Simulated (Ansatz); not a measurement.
TiAl3 (D022 type, space group I4/mmm)

```xyz
4
Lattice="-1.9121 1.9121 4.2803 1.9121 -1.9121 4.2803 1.9121 1.9121 -4.2803" Properties=species:S:1:pos:R:3 pbc="T T T"
Al     0.0000     0.0000     4.2803
Al     0.0000     1.9121     2.1401
Al     1.9121     0.0000     2.1401
Ti     0.0000     0.0000     0.0000
```

In this cell atom 1 (Al, nearest neighbour Ti at 2.704 Å; its periodic images, 3.8 Å or more away, move with it) is moved by u·(0.707, 0.707, 0.000) + v·(0.000, 0.000, 1.000); the rest is frozen.

Calculation: r2SCAN (plane waves to 500 eV, PAW, scalar-relativistic; Ansatz, a program for electronic structure). k mesh 14×14×14 (Γ-centred), Fermi-Dirac smearing 0.05 eV. The energy includes the smearing's −TS. Stress and pressure are positive under compression. With partly filled bands, energies and forces of such displacements shift with the k mesh and the smearing. TiAl3 is run without spin polarisation. TiAl3 was relaxed with its symmetry unable to fall. ΔE is measured from the undisplaced structure. Axes are in Å.

ΔE (meV/cell), with u across and v down:

```tsv
v \ u	-0.410	-0.205	0.000	0.205	0.410
-0.410	1293	604	387	604	1293
-0.205	940	291	91	291	940
0.000	834	196	0	196	834
0.205	940	291	91	291	940
0.410	1293	604	387	604	1293
```

P (GPa), with u across and v down:

```
v \ u   -0.410  -0.205  0.000  0.205  0.410
------  ------  ------  -----  -----  -----
-0.410     7.6     4.1    2.9    4.1    7.6
-0.205     5.2     1.8    0.7    1.8    5.2
0.000      4.5     1.1    0.0    1.1    4.5
0.205      5.2     1.8    0.7    1.8    5.2
0.410      7.6     4.1    2.9    4.1    7.6
```

What the scan shows:

- Principal force constants in the plane (five-point differences of the forces): 4.2 and 9.1 eV/Å²
- Softest direction at the centre: along v
- Centre of the map: a minimum
- Lowest place on the grid: u = 0.000 Å, v = 0.000 Å (0 meV/cell)
- Highest place on the grid, met at several equal points: u = -0.410 Å, v = -0.410 Å; u = 0.410 Å, v = -0.410 Å; u = -0.410 Å, v = 0.410 Å; u = 0.410 Å, v = 0.410 Å (1293 meV/cell)

The 25 points together took around 40 core-minutes (rough).

(For displaced atoms, the force is minus the slope of the energy, and its curvature is a force constant, which sets phonon frequencies.)
